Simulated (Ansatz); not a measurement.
# How Ti2C stores the work of compression

All numbers below come from DFT PBEsol, scalar-relativistic, plane waves, PAW in Ansatz 0.2.0. Settings: 420 eV cutoff, 8×8×8 k-mesh, Gaussian smearing of 0.10 eV, no spin polarisation.

Starting point, cell and atoms relaxed:

```
CELL_PARAMETERS angstrom
0.00000 4.27457 4.27457
4.27457 0.00000 4.27457
4.27457 4.27457 0.00000
ATOMIC_POSITIONS crystal
Ti 0.85727 0.38091 0.38091
Ti 0.38091 0.38091 0.38091
Ti 0.38091 0.38091 0.85727
Ti 0.86909 0.39273 0.86909
Ti 0.86909 0.86909 0.86909
Ti 0.39273 0.86909 0.86909
Ti 0.86909 0.86909 0.39273
Ti 0.38091 0.85727 0.38091
C 0.62500 0.62500 0.62500
C 0.12500 0.62500 0.62500
C 0.62500 0.62500 0.12500
C 0.62500 0.12500 0.62500
```

Cell and atoms were relaxed at each target pressure within the start's symmetry (Fd-3m), at zero temperature; other phases can be more stable under pressure. H = E + PV with P the target; E is the free energy at the smearing used, whose derivative the pressure is, per atom and counted from zero pressure.

| P (GPa) | V (Å³/atom) | E − E0 (meV) | H − H0 (meV) |
| --- | --- | --- | --- |
| 0 | 13.017 | 0.0 | 0.0 |
| 1 | 12.930 | 0.3 | 81.0 |
| 4 | 12.692 | 3.9 | 320.8 |
| 12 | 12.147 | 30.6 | 940.4 |
| 25 | 11.437 | 111.2 | 1895.9 |

Question: Thermodynamics gives dH/dP = V along a relaxed path. Integrate V over P by the trapezoid rule and compare with the computed enthalpies.

Answer: With 1 eV/Å³ = 160.22 GPa, each step adds the mean volume times ΔP / 160.22:
```tsv
P (GPa)	∫V dP (meV)	H − H0 (meV)	difference (meV)
1	81.0	81.0	0.0
4	320.9	320.8	0.1
12	941.0	940.4	0.6
25	1897.8	1895.9	1.9
```

V(P) curves upward, so the trapezoid rule runs high; integrating a smooth curve through the same points puts that excess at about 1.9 meV at 25 GPa, against the 1.9 meV found.

Question: At 25 GPa, how much of the enthalpy change is stored energy and how much is the PV term?

Answer: E rises by 111 meV/atom and PV is 25 × 11.437 / 160.22 = 1785 meV/atom, so PV makes 94 % of ΔH. So between rival structures at high pressure a small difference in volume can outweigh the difference in energy: 1 % of this volume is worth 17.8 meV/atom at this pressure.

Question: What bulk modulus do the lowest pressures give?

Answer: From the pressures that the runs reached, -1.00 GPa (13.104 Å³) and 1.00 GPa (12.930 Å³), B = −ΔP/Δln V = 2.00 / 0.0134 = 150 GPa, a mean over that range.